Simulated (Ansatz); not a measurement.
## Eigenvalues along a path: Au (diamond type)

```yaml
crystal:
  lattice:
    - [0.00000, 2.80755, 2.80755]
    - [2.80755, 0.00000, 2.80755]
    - [2.80755, 2.80755, 0.00000]
  atoms:
    - { symbol: Au, position: [0.87500, 0.87500, 0.87500] }
    - { symbol: Au, position: [0.12500, 0.12500, 0.12500] }
```

The cell comes from a relaxation on PAW files under the same functional, begun from a prototype that needn't be the stable phase.

All numbers are LDA results (scalar-relativistic) from Ansatz 0.2.0, with a Γ-centred 12×12×12 k mesh, Fermi–Dirac smearing of 0.1 eV, no spin polarisation. Methods: LAPW: all electrons, basis error target 1 meV/atom.

This run: volume at 0.84 of the series' base cell.

Spin–orbit coupling is left out, which matters for the heavy atoms. The structure type is held throughout; the real material can change phase at far lower pressure.

Path points, in fractions of the reciprocal vectors: Γ (0.000, 0.000, 0.000), X (0.500, 0.000, 0.500), U (0.625, 0.250, 0.625), K (0.375, 0.375, 0.750), L (0.500, 0.500, 0.500), W (0.500, 0.250, 0.750). The distance column jumps between branches of the path. Levels in eV from the Fermi level; bands 39 to 52, counted from the lowest band of the run. The gap is zero, the pressure 22.9 GPa.

```
# k(1/Å) point b39 b40 b41 b42 b43 b44 b45 b46 b47 b48 b49 b50 b51 b52
0.000 Γ -7.93 -5.62 -5.62 -5.50 -5.50 -5.50 -2.92 -2.92 -2.92 -1.20 -1.20 10.41 10.54 11.55
0.140 - -7.85 -5.80 -5.59 -5.51 -5.51 -5.31 -3.05 -2.88 -2.88 -1.25 -1.15 9.80 10.35 10.42
0.280 - -7.61 -6.00 -5.52 -5.52 -5.48 -5.05 -3.39 -2.77 -2.77 -1.39 -1.06 8.79 9.01 9.01
0.420 - -7.23 -6.17 -5.54 -5.54 -5.30 -4.79 -3.84 -2.58 -2.58 -1.63 -0.96 7.49 7.66 7.66
0.559 - -6.72 -6.28 -5.57 -5.57 -5.05 -4.54 -4.31 -2.31 -2.31 -1.94 -0.88 5.92 6.41 6.41
0.699 - -6.33 -6.16 -5.61 -5.61 -4.75 -4.73 -4.33 -2.31 -1.98 -1.98 -0.78 4.31 5.31 5.31
0.839 - -6.32 -5.77 -5.64 -5.64 -4.90 -4.40 -4.18 -2.72 -1.64 -1.64 -0.60 2.80 4.41 4.41
0.979 - -6.22 -5.84 -5.66 -5.66 -4.61 -4.15 -4.00 -3.15 -1.36 -1.36 -0.22 1.48 3.79 3.79
1.119 X -6.05 -6.05 -5.67 -5.67 -4.29 -4.29 -3.58 -3.58 -1.25 -1.25 0.46 0.46 3.57 3.57
1.168 - -6.07 -6.05 -5.67 -5.66 -4.29 -4.28 -3.59 -3.58 -1.25 -1.24 0.45 0.46 3.50 3.59
1.218 - -6.11 -6.04 -5.68 -5.62 -4.31 -4.25 -3.60 -3.58 -1.24 -1.21 0.44 0.47 3.32 3.65
1.267 - -6.15 -6.02 -5.69 -5.58 -4.34 -4.20 -3.63 -3.58 -1.23 -1.17 0.41 0.48 3.06 3.75
1.317 - -6.20 -5.99 -5.71 -5.53 -4.38 -4.13 -3.67 -3.59 -1.21 -1.11 0.38 0.48 2.75 3.89
1.366 - -6.24 -5.96 -5.72 -5.50 -4.43 -4.04 -3.72 -3.59 -1.19 -1.04 0.35 0.46 2.44 4.06
1.416 - -6.28 -5.92 -5.75 -5.48 -4.49 -3.93 -3.77 -3.59 -1.17 -0.97 0.34 0.39 2.18 4.27
1.465 - -6.30 -5.87 -5.77 -5.47 -4.56 -3.82 -3.81 -3.60 -1.14 -0.92 0.25 0.34 2.00 4.50
1.515 U -6.32 -5.82 -5.80 -5.47 -4.64 -3.88 -3.67 -3.60 -1.12 -0.89 0.03 0.39 1.94 4.76
2.200 K -6.32 -5.82 -5.80 -5.47 -4.64 -3.88 -3.67 -3.60 -1.12 -0.89 0.03 0.39 1.94 4.76
2.348 - -6.30 -5.90 -5.65 -5.57 -4.89 -4.06 -3.58 -3.24 -1.04 -1.02 -0.91 0.87 2.24 5.69
2.497 - -6.21 -5.99 -5.77 -5.49 -5.14 -4.25 -3.54 -2.89 -1.76 -1.38 -0.99 1.76 2.97 6.75
2.645 - -6.29 -6.06 -5.88 -5.43 -5.28 -4.43 -3.45 -2.95 -1.97 -1.80 -0.96 2.94 3.99 7.90
2.793 - -6.71 -6.08 -5.74 -5.58 -5.24 -4.63 -3.34 -3.20 -2.19 -1.74 -0.98 4.36 5.24 9.06
2.942 - -7.18 -6.04 -5.68 -5.61 -5.24 -4.85 -3.25 -3.20 -2.52 -1.50 -1.03 5.97 6.69 10.13
3.090 - -7.58 -5.93 -5.71 -5.53 -5.31 -5.08 -3.14 -3.07 -2.75 -1.32 -1.11 7.71 8.27 10.97
3.238 - -7.84 -5.78 -5.68 -5.51 -5.42 -5.32 -2.99 -2.96 -2.88 -1.23 -1.17 9.45 9.88 11.00
3.387 Γ -7.93 -5.62 -5.62 -5.50 -5.50 -5.50 -2.92 -2.92 -2.92 -1.20 -1.20 10.41 10.54 11.55
3.508 - -7.87 -5.71 -5.71 -5.51 -5.40 -5.40 -2.95 -2.93 -2.93 -1.20 -1.20 9.59 10.39 11.09
3.629 - -7.70 -5.80 -5.80 -5.52 -5.25 -5.25 -3.02 -2.95 -2.95 -1.20 -1.20 7.91 10.21 10.38
3.750 - -7.42 -5.86 -5.86 -5.54 -5.13 -5.13 -3.10 -2.95 -2.95 -1.22 -1.22 6.17 9.68 9.68
3.871 - -7.08 -5.87 -5.87 -5.57 -5.07 -5.07 -3.13 -2.90 -2.90 -1.25 -1.25 4.51 9.05 9.05
3.992 - -6.73 -5.85 -5.85 -5.59 -5.07 -5.07 -3.04 -2.80 -2.80 -1.31 -1.31 2.95 8.51 8.51
4.113 - -6.42 -5.79 -5.79 -5.62 -5.14 -5.14 -2.75 -2.65 -2.65 -1.39 -1.39 1.55 8.11 8.11
4.235 - -6.22 -5.71 -5.71 -5.66 -5.23 -5.23 -2.52 -2.52 -2.27 -1.47 -1.47 0.39 7.86 7.86
4.356 L -6.15 -5.68 -5.68 -5.68 -5.27 -5.27 -2.46 -2.46 -1.93 -1.50 -1.50 -0.18 7.77 7.77
4.455 - -6.12 -5.81 -5.71 -5.59 -5.23 -5.21 -2.56 -2.51 -1.81 -1.48 -1.47 -0.18 7.34 7.62
4.554 - -6.05 -5.94 -5.78 -5.56 -5.14 -5.05 -2.76 -2.64 -1.58 -1.41 -1.36 -0.20 6.42 7.16
4.652 - -6.06 -5.97 -5.83 -5.54 -5.02 -4.85 -2.97 -2.82 -1.39 -1.32 -1.09 -0.21 5.37 6.48
4.751 - -6.16 -6.00 -5.74 -5.52 -4.88 -4.65 -3.19 -3.03 -1.26 -1.21 -0.69 -0.22 4.34 5.67
4.850 - -6.22 -6.08 -5.61 -5.50 -4.72 -4.44 -3.41 -3.23 -1.14 -1.08 -0.22 -0.20 3.41 4.82
4.949 - -6.25 -6.14 -5.51 -5.48 -4.54 -4.24 -3.63 -3.44 -1.03 -0.96 -0.12 0.23 2.67 3.98
5.048 - -6.26 -6.20 -5.46 -5.45 -4.34 -4.07 -3.83 -3.63 -0.94 -0.89 0.08 0.50 2.32 3.21
5.147 W -6.24 -6.24 -5.44 -5.44 -4.13 -4.13 -3.81 -3.81 -0.89 -0.89 0.36 0.36 2.58 2.58
5.217 - -6.23 -6.23 -5.45 -5.45 -4.14 -4.14 -3.79 -3.79 -0.91 -0.91 0.37 0.37 2.61 2.61
5.287 - -6.22 -6.22 -5.47 -5.47 -4.17 -4.17 -3.76 -3.76 -0.95 -0.95 0.38 0.38 2.71 2.71
5.357 - -6.19 -6.19 -5.50 -5.50 -4.20 -4.20 -3.72 -3.72 -1.01 -1.01 0.40 0.40 2.86 2.86
5.427 - -6.16 -6.16 -5.54 -5.54 -4.23 -4.23 -3.67 -3.67 -1.08 -1.08 0.42 0.42 3.04 3.04
5.497 - -6.13 -6.13 -5.58 -5.58 -4.25 -4.25 -3.64 -3.64 -1.15 -1.15 0.43 0.43 3.23 3.23
5.567 - -6.09 -6.09 -5.63 -5.63 -4.27 -4.27 -3.61 -3.61 -1.20 -1.20 0.45 0.45 3.40 3.40
5.637 - -6.07 -6.07 -5.66 -5.66 -4.28 -4.28 -3.59 -3.59 -1.24 -1.24 0.45 0.45 3.52 3.52
5.706 X -6.05 -6.05 -5.67 -5.67 -4.29 -4.29 -3.58 -3.58 -1.25 -1.25 0.46 0.46 3.57 3.57
```
